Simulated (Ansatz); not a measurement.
Slab of fcc Rh (110), 5 layers

The slab is cut from the fcc crystal, the stable phase, as relaxed on PAW files (13.23 Å³/atom), with 16 Å of vacuum and a dipole correction:

```yaml
crystal:
  lattice:
    - [2.65486, 0.00000, 0.00000]
    - [0.00000, 3.75454, 0.00000]
    - [0.00000, 0.00000, 21.30970]
  atoms:
    - { symbol: Rh, position: [0.00000, 0.00000, 0.37542] }
    - { symbol: Rh, position: [0.50000, 0.50000, 0.43771] }
    - { symbol: Rh, position: [0.00000, 0.00000, 0.50000] }
    - { symbol: Rh, position: [0.50000, 0.50000, 0.56229] }
    - { symbol: Rh, position: [0.00000, 0.00000, 0.62458] }
```

All numbers are LDA results (scalar-relativistic) from Ansatz 0.2.0, with a Γ-centred 14×10×1 k mesh, Fermi–Dirac smearing of 0.08 eV, no spin polarisation. Methods: LAPW: all electrons, basis error target 1 meV/atom; PAW: frozen-core files, cutoff 420 eV.

The bulk energy comes from a cell in the slab's orientation on a 14×10×14 mesh. The surface energy is (E(slab) − N·E(bulk))/2A at zero smearing, the mean of both faces; thin slabs carry quantum-size effects.

The PAW files were made under PBE. The cell is 1×1, so reconstructions are forbidden, and in slabs of four or five layers the relaxations can be far larger than at a real surface.

**Question.** As cut, the LAPW slab lies 4.052 eV above 5 atoms of bulk. What surface energy is that?

**Answer.** Over two faces of 9.97 Å² it is 203.3 meV/Å², and times 16.02 J/m² per eV/Å² that gives γ = 3.257 J/m².

```json
{"method": "LAPW", "γ as cut (J/m²)": "3.257", "γ relaxed (J/m²)": "3.083", "Φ as cut (eV)": "4.94", "Φ relaxed (eV)": "4.90"}
{"method": "PAW", "γ as cut (J/m²)": "3.255", "γ relaxed (J/m²)": "3.080", "Φ as cut (eV)": "4.94", "Φ relaxed (eV)": "4.90"}
```

**Question.** How do the spacings between the planes relax?

**Answer.** From the bottom face up: d12 -12.4 % of 1.327 Å, d23 +3.4 % of 1.327 Å, d34 +3.4 % of 1.327 Å, d45 -12.4 % of 1.327 Å.

**Question.** What changes if relativity is switched off, at the same positions?

**Answer.** LAPW then gives: no gap, work function 4.83 eV.

**Question.** What changes if the images along the normal are cut off in place of the dipole correction?

**Answer.** LAPW then gives: no gap, work function 4.90 eV; PAW: no gap, work function 4.90 eV.

**Question.** A 3d core hole is made on one atom of each kind in every 1×1 cell (PAW hole dataset, neutral cell, valence without spin). What does it cost by layer?

**Answer.** layer 1 306.40 eV, layer 2 306.91 eV, layer 3 307.04 eV. Shifts between layers mean more than the absolute values, and a whole layer of holes screens otherwise than one hole.

**Question.** In the relaxed 1×1 cell, replace the outer, then the middle Rh by Pd, which changes a whole layer. What shift does this Z+1 picture give?

**Answer.** E(outer) − E(middle) = -0.55 eV by LAPW and -0.55 eV by PAW; a positive value puts the surface line at higher binding energy.
